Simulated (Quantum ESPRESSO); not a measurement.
Mo3WS7Se, one run as intended and one with a planted mistake

Simulated, not a measurement. The program is pw.x of Quantum ESPRESSO 7.5 (plane-wave density functional theory). The cell is made up: 12 atoms on a layered 2H lattice, with randomly drawn elements, strain and displacements, not relaxed. PseudoDojo standard norm-conserving files (v0.5 for PBE, v0.4.1 for LDA and PBEsol) set the functional; there is no spin polarisation, spin-orbit coupling or dispersion term, and the masses in the input are unused placeholders.

Intended input:

```
&control calculation='scf', pseudo_dir='./dojo.nc.sr.pbe.v0_5.standard.upf', outdir='./o', disk_io='low', tprnfor=.true., tstress=.true. /
&system ibrav=0, nat=12, ntyp=4, nbnd=63, ecutwfc=85.99341389, nosym=.true., tot_charge=0,
 occupations='smearing', smearing='fd', degauss=0.0018374661
/
&electrons conv_thr=7.350e-09, electron_maxstep=60, /
ATOMIC_SPECIES
Mo 1.0 Mo.upf
S 1.0 S.upf
Se 1.0 Se.upf
W 1.0 W.upf
CELL_PARAMETERS angstrom
3.2297 0.0 0.0
0.0 5.594 0.0
0.0 0.0 12.8152
ATOMIC_POSITIONS angstrom
Mo 0.0163 1.8856 3.2153
W 1.6051 0.9341 9.6355
Mo 1.6169 4.6571 3.1289
Mo 0.0037 3.7219 9.6877
S 0.0192 1.9492 8.0496
S 0.0304 1.8805 11.1982
S 1.5283 0.918 1.6396
S 1.6379 0.9428 4.8551
Se 1.6127 4.6906 8.0022
S 1.6306 4.7079 11.2455
S 0.0017 3.731 1.5966
S -0.0387 3.728 4.78
K_POINTS automatic
7 4 2 1 1 1
```

The log is shortened where brackets say so; the opening notice, blank lines, dates and the lines on written files are dropped, and the path of the files is cut. It prints rydbergs, bohrs and kilobars, and counts compression as positive stress. Where no state is partly filled, the Fermi energy that it prints is only some level between the filled and the empty states on the mesh, and need not lie in the true gap.

Log of the intended run:

```
     Program PWSCF v.7.5
     Parallel version (MPI & OpenMP), running on       4 processor cores
     Number of MPI processes:                 4
     Threads/MPI process:                     1
     [start-up lines left out]
     bravais-lattice index     =            0
     lattice parameter (alat)  =       6.1032  a.u.
     unit-cell volume          =    1562.4518 (a.u.)^3
     number of atoms/cell      =           12
     number of atomic types    =            4
     number of electrons       =       114.00
     number of Kohn-Sham states=           63
     kinetic-energy cutoff     =      85.9934  Ry
     charge density cutoff     =     343.9737  Ry
     scf convergence threshold =      7.3E-09
     mixing beta               =       0.7000
     number of iterations used =            8  plain     mixing
     Exchange-correlation= PBE
                           (   1   4   3   4   0   0   0)
     [axes and pseudopotential details left out]
   Cartesian axes
     site n.     atom                  positions (alat units)
         1        Mo     tau(   1) = (   0.0050469   0.5838313   0.9955414  )
         2        W      tau(   2) = (   0.4969811   0.2892219   2.9834040  )
         3        Mo     tau(   3) = (   0.5006347   1.4419606   0.9687897  )
         4        Mo     tau(   4) = (   0.0011456   1.1523981   2.9995665  )
         5        S      tau(   5) = (   0.0059448   0.6035235   2.4923677  )
         6        S      tau(   6) = (   0.0094126   0.5822522   3.4672570  )
         7        S      tau(   7) = (   0.4732018   0.2842369   0.5076633  )
         8        S      tau(   8) = (   0.5071369   0.2919157   1.5032666  )
         9        Se     tau(   9) = (   0.4993343   1.4523330   2.4776914  )
        10        S      tau(  10) = (   0.5048766   1.4576896   3.4819023  )
        11        S      tau(  11) = (   0.0005264   1.1552157   0.4943493  )
        12        S      tau(  12) = (  -0.0119825   1.1542868   1.4800136  )
     number of k points=    28  Fermi-Dirac smearing, width (Ry)=  0.0018
                       cart. coord. in units 2pi/alat
        k(    1) = (   0.0714286   0.0721688   0.0630053), wk =   0.0714286
        k(    2) = (   0.0714286   0.0721688  -0.0630053), wk =   0.0714286
     [further k points left out]
     Dense  grid:   168081 G-vectors     FFT dimensions: (  40,  64, 144)
     Estimated max dynamical RAM per process >     442.38 MB
     Estimated total dynamical RAM >       1.61 GB
     Initial potential from superposition of free atoms
     starting charge     113.9949, renormalised to     114.0000
     Starting wfcs are   77 randomized atomic wfcs
     total cpu time spent up to now is        5.5 secs
     per-process dynamical memory:   307.0 Mb
     Self-consistent Calculation
     iteration #  1     ecut=    85.99 Ry     beta= 0.70
     Davidson diagonalization with overlap
     ethr =  1.00E-02,  avg # of iterations =  2.0
     total cpu time spent up to now is       14.7 secs
     total energy              =    -969.51361312 Ry
     estimated scf accuracy    <       1.75366420 Ry
     iteration #  2     ecut=    85.99 Ry     beta= 0.70
     Davidson diagonalization with overlap
     ethr =  1.54E-03,  avg # of iterations =  8.4
     total cpu time spent up to now is       30.6 secs
     total energy              =    -966.18412816 Ry
     estimated scf accuracy    <      40.39257462 Ry
     [iterations 3 to 19 left out]
     iteration # 20     ecut=    85.99 Ry     beta= 0.70
     Davidson diagonalization with overlap
     ethr =  1.56E-11,  avg # of iterations =  4.7
     total cpu time spent up to now is      225.2 secs
     total energy              =    -970.60767306 Ry
     estimated scf accuracy    <       0.00000002 Ry
     iteration # 21     ecut=    85.99 Ry     beta= 0.70
     Davidson diagonalization with overlap
     ethr =  1.56E-11,  avg # of iterations =  2.3
     total cpu time spent up to now is      233.3 secs
     End of self-consistent calculation
     [lines on levels left out]
     the Fermi energy is    10.7326 ev
!    total energy              =    -970.60767306 Ry
     estimated scf accuracy    <          3.5E-09 Ry
     smearing contrib. (-TS)   =      -0.00000000 Ry
     internal energy E=F+TS    =    -970.60767306 Ry
     The total energy is F=E-TS. E is the sum of the following terms:
     one-electron contribution =    -559.49119098 Ry
     hartree contribution      =     321.47969080 Ry
     xc contribution           =    -187.28821476 Ry
     ewald contribution        =    -545.30795811 Ry
     convergence has been achieved in  21 iterations
     Forces acting on atoms (cartesian axes, Ry/au):
     atom    1 type  1   force =    -0.03194950   -0.02007616    0.01852327
     atom    2 type  4   force =     0.02394069    0.05013710    0.01342055
     atom    3 type  1   force =    -0.01278642    0.00489542    0.07404408
     atom    4 type  1   force =     0.00297487    0.02267296    0.00477187
     atom    5 type  2   force =    -0.00914604   -0.02880088    0.03047134
     atom    6 type  2   force =    -0.01434290   -0.01722980   -0.00058871
     atom    7 type  2   force =     0.03364758    0.01829926    0.00794834
     atom    8 type  2   force =    -0.00288922   -0.00522096   -0.06744644
     atom    9 type  3   force =     0.00115394   -0.01882785   -0.02652865
     atom   10 type  2   force =    -0.00480639   -0.00828497   -0.02126677
     atom   11 type  2   force =    -0.00019621   -0.00950589    0.01086654
     atom   12 type  2   force =     0.01439960    0.01194176   -0.04421541
     Total force =     0.154357     Total SCF correction =     0.000167
     Computing stress (Cartesian axis) and pressure
          total   stress  (Ry/bohr**3)                   (kbar)     P=      -29.53
  -0.00023833  -0.00002451  -0.00006078          -35.06       -3.61       -8.94
  -0.00002451  -0.00015879   0.00003918           -3.61      -23.36        5.76
  -0.00006078   0.00003918  -0.00020519           -8.94        5.76      -30.18
     init_run     :      5.19s CPU      5.36s WALL (       1 calls)
     electrons    :    226.20s CPU    227.89s WALL (       1 calls)
     forces       :      1.83s CPU      1.85s WALL (       1 calls)
     stress       :      6.14s CPU      6.25s WALL (       1 calls)
     [timing details left out]
     PWSCF        :   3m59.53s CPU   4m 1.56s WALL
     JOB DONE.
```

A second run has one planted mistake: two atoms have their elements exchanged. The input lines that differ, file-writing options aside:

```
- Se 1.6127 4.6906 8.0022
+ S 1.6127 4.6906 8.0022
- S 0.0017 3.731 1.5966
+ Se 0.0017 3.731 1.5966
```

Its log:

```
     Program PWSCF v.7.5
     Parallel version (MPI & OpenMP), running on       4 processor cores
     Number of MPI processes:                 4
     Threads/MPI process:                     1
     [start-up lines left out]
     bravais-lattice index     =            0
     lattice parameter (alat)  =       6.1032  a.u.
     unit-cell volume          =    1562.4518 (a.u.)^3
     number of atoms/cell      =           12
     number of atomic types    =            4
     number of electrons       =       114.00
     number of Kohn-Sham states=           63
     kinetic-energy cutoff     =      85.9934  Ry
     charge density cutoff     =     343.9737  Ry
     scf convergence threshold =      7.3E-09
     mixing beta               =       0.7000
     number of iterations used =            8  plain     mixing
     Exchange-correlation= PBE
                           (   1   4   3   4   0   0   0)
     [axes and pseudopotential details left out]
   Cartesian axes
     site n.     atom                  positions (alat units)
         1        Mo     tau(   1) = (   0.0050469   0.5838313   0.9955414  )
         2        W      tau(   2) = (   0.4969811   0.2892219   2.9834040  )
         3        Mo     tau(   3) = (   0.5006347   1.4419606   0.9687897  )
         4        Mo     tau(   4) = (   0.0011456   1.1523981   2.9995665  )
         5        S      tau(   5) = (   0.0059448   0.6035235   2.4923677  )
         6        S      tau(   6) = (   0.0094126   0.5822522   3.4672570  )
         7        S      tau(   7) = (   0.4732018   0.2842369   0.5076633  )
         8        S      tau(   8) = (   0.5071369   0.2919157   1.5032666  )
         9        S      tau(   9) = (   0.4993343   1.4523330   2.4776914  )
        10        S      tau(  10) = (   0.5048766   1.4576896   3.4819023  )
        11        Se     tau(  11) = (   0.0005264   1.1552157   0.4943493  )
        12        S      tau(  12) = (  -0.0119825   1.1542868   1.4800136  )
     number of k points=    28  Fermi-Dirac smearing, width (Ry)=  0.0018
                       cart. coord. in units 2pi/alat
        k(    1) = (   0.0714286   0.0721688   0.0630053), wk =   0.0714286
        k(    2) = (   0.0714286   0.0721688  -0.0630053), wk =   0.0714286
     [further k points left out]
     Dense  grid:   168081 G-vectors     FFT dimensions: (  40,  64, 144)
     Estimated max dynamical RAM per process >     442.38 MB
     Estimated total dynamical RAM >       1.61 GB
     Initial potential from superposition of free atoms
     starting charge     113.9949, renormalised to     114.0000
     Starting wfcs are   77 randomized atomic wfcs
     total cpu time spent up to now is        5.2 secs
     per-process dynamical memory:   319.4 Mb
     Self-consistent Calculation
     iteration #  1     ecut=    85.99 Ry     beta= 0.70
     Davidson diagonalization with overlap
     ethr =  1.00E-02,  avg # of iterations =  2.0
     total cpu time spent up to now is       14.2 secs
     total energy              =    -969.50362020 Ry
     estimated scf accuracy    <       1.73099859 Ry
     iteration #  2     ecut=    85.99 Ry     beta= 0.70
     Davidson diagonalization with overlap
     ethr =  1.52E-03,  avg # of iterations =  8.0
     total cpu time spent up to now is       29.8 secs
     total energy              =    -967.12667456 Ry
     estimated scf accuracy    <      29.99392141 Ry
     [iterations 3 to 20 left out]
     iteration # 21     ecut=    85.99 Ry     beta= 0.70
     Davidson diagonalization with overlap
     ethr =  6.91E-11,  avg # of iterations =  2.0
     total cpu time spent up to now is      218.7 secs
     total energy              =    -970.58875553 Ry
     estimated scf accuracy    <       0.00000009 Ry
     iteration # 22     ecut=    85.99 Ry     beta= 0.70
     Davidson diagonalization with overlap
     ethr =  6.91E-11,  avg # of iterations =  2.0
     total cpu time spent up to now is      226.7 secs
     End of self-consistent calculation
     [lines on levels left out]
     the Fermi energy is    10.7505 ev
!    total energy              =    -970.58875553 Ry
     estimated scf accuracy    <          7.2E-09 Ry
     smearing contrib. (-TS)   =      -0.00000000 Ry
     internal energy E=F+TS    =    -970.58875553 Ry
     The total energy is F=E-TS. E is the sum of the following terms:
     one-electron contribution =    -577.59008002 Ry
     hartree contribution      =     330.50292886 Ry
     xc contribution           =    -187.30027894 Ry
     ewald contribution        =    -536.20132544 Ry
     convergence has been achieved in  22 iterations
     Forces acting on atoms (cartesian axes, Ry/au):
     atom    1 type  1   force =    -0.03208197   -0.05437193    0.05493429
     atom    2 type  4   force =     0.02345526    0.01107779   -0.02770128
     atom    3 type  1   force =    -0.01272468    0.04623603    0.14983611
     atom    4 type  1   force =     0.00356517    0.04951130   -0.04931275
     atom    5 type  2   force =    -0.00892063   -0.02801861    0.03373503
     atom    6 type  2   force =    -0.01402570   -0.01436490   -0.00097054
     atom    7 type  2   force =     0.03419826    0.01894455    0.00412147
     atom    8 type  2   force =    -0.00279123   -0.00285529   -0.06593632
     atom    9 type  2   force =     0.00049782   -0.00770332    0.06626405
     atom   10 type  2   force =    -0.00479405   -0.01074452   -0.02414774
     atom   11 type  3   force =    -0.00069808   -0.01723646   -0.10005598
     atom   12 type  2   force =     0.01431982    0.00952537   -0.04076635
     Total force =     0.252674     Total SCF correction =     0.000586
     Computing stress (Cartesian axis) and pressure
          total   stress  (Ry/bohr**3)                   (kbar)     P=      -25.76
  -0.00019096  -0.00002492  -0.00005892          -28.09       -3.67       -8.67
  -0.00002492  -0.00015756   0.00002854           -3.67      -23.18        4.20
  -0.00005892   0.00002854  -0.00017678           -8.67        4.20      -26.01
     init_run     :      5.00s CPU      5.16s WALL (       1 calls)
     electrons    :    219.83s CPU    221.54s WALL (       1 calls)
     forces       :      1.79s CPU      1.83s WALL (       1 calls)
     stress       :      6.00s CPU      6.13s WALL (       1 calls)
     [timing details left out]
     PWSCF        :   3m52.72s CPU   3m54.82s WALL
     JOB DONE.
```

|  | intended run | run with the mistake |
| --- | --- | --- |
| free energy (eV) | -13205.790 | -13205.533 |
| smearing term -TS (eV) | 0.0000 | 0.0000 |
| pressure (GPa) | -2.95 | -2.58 |
| largest force component (eV/Å) | 1.904 | 3.852 |
| largest change of a force component (eV/Å) |  | 2.852 |
| iterations | 21 | 22 |

For scale, a rerun of the intended cell at a cutoff of 1467 eV and k mesh 9 x 6 x 4 moved values by no more than 0.002 eV in energy, 0.02 GPa in stress and 0.003 eV/Å in force.